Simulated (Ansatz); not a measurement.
# Where the states of TiC lie

Space group Fm-3m (No. 225). a = 4.333 Å, b = 4.333 Å, c = 4.333 Å, α = 90.00°, β = 90.00°, γ = 90.00°
| atom | site | symmetry | x | y | z |
| --- | --- | --- | --- | --- | --- |
| Ti | 4a | m-3m | 0.0000 | 0.0000 | 0.0000 |
| C | 4b | m-3m | 0.5000 | 0.0000 | 0.0000 |

The runs use the primitive cell with vectors (0.000, 2.166, 2.166), (2.166, 0.000, 2.166), (2.166, 2.166, 0.000) Å, to which the k mesh refers.

The structure is cubic, space group Fm-3m (No. 225). Conventional cell: a = 4.333 Å, b = 4.333 Å, c = 4.333 Å, α = 90.00°, β = 90.00°, γ = 90.00°. Ti (site symmetry m-3m) has 6 C at 2.17 Å as nearest neighbours. C (site symmetry m-3m) is surrounded by 6 Ti at 2.17 Å.

The cell was built from the rocksalt type and relaxed in the same program, and has space group Fm-3m; it needn't be a known or the stable phase.

All numbers below come from DFT, PBE, all-electron LAPW, scalar-relativistic (Ansatz 0.2.0).

The runs use a Γ-centred 14×14×14 k mesh, Fermi–Dirac smearing of 0.03 eV, basis error target 0.25 meV/atom, no spin polarisation.

Q: Where is the centre of the filled Ti 3d states between -14 eV and the top of the filled states?

A: -3.38 eV from the Fermi level.

Q: Tabulate the density of states.

A: States per eV and cell, averaged over 0.6 eV, from -12.4 to 1.2 eV, with energies (bin centres) from the Fermi level; empty bins are left out. The partial columns, the largest 4 alone, are projections on Löwdin-orthogonalised atomic shells (those that the program's projection atoms carry: the occupied ones and, for some elements, an empty d or f shell; other empty shells have no column), summed over atoms of an element. Weights on diffuse s and p shells depend on that basis and aren't pure angular character.
| E (eV) | total | C 2p | Ti 3d | C 2s | Ti 4s |
| --- | --- | --- | --- | --- | --- |
| -12.2 | 0.05 | 0.00 | 0.00 | 0.02 | 0.03 |
| -11.6 | 0.16 | 0.00 | 0.00 | 0.07 | 0.08 |
| -11.0 | 0.26 | 0.01 | 0.01 | 0.13 | 0.10 |
| -10.4 | 0.49 | 0.02 | 0.05 | 0.28 | 0.12 |
| -9.8 | 1.36 | 0.03 | 0.30 | 0.89 | 0.11 |
| -9.2 | 1.01 | 0.01 | 0.18 | 0.77 | 0.03 |
| -5.6 | 0.11 | 0.06 | 0.04 | 0.00 | 0.01 |
| -5.0 | 0.40 | 0.22 | 0.13 | 0.01 | 0.03 |
| -4.4 | 0.95 | 0.53 | 0.30 | 0.03 | 0.06 |
| -3.8 | 1.18 | 0.75 | 0.31 | 0.03 | 0.06 |
| -3.2 | 1.35 | 0.81 | 0.46 | 0.02 | 0.01 |
| -2.6 | 2.58 | 1.30 | 1.22 | 0.02 | 0.01 |
| -2.0 | 1.73 | 0.84 | 0.85 | 0.01 | 0.00 |
| -1.4 | 0.92 | 0.46 | 0.44 | 0.01 | 0.00 |
| -0.8 | 0.55 | 0.30 | 0.24 | 0.00 | 0.00 |
| -0.2 | 0.26 | 0.14 | 0.12 | 0.00 | 0.00 |
| 0.4 | 0.38 | 0.15 | 0.22 | 0.00 | 0.00 |
| 1.0 | 0.69 | 0.15 | 0.52 | 0.01 | 0.00 |
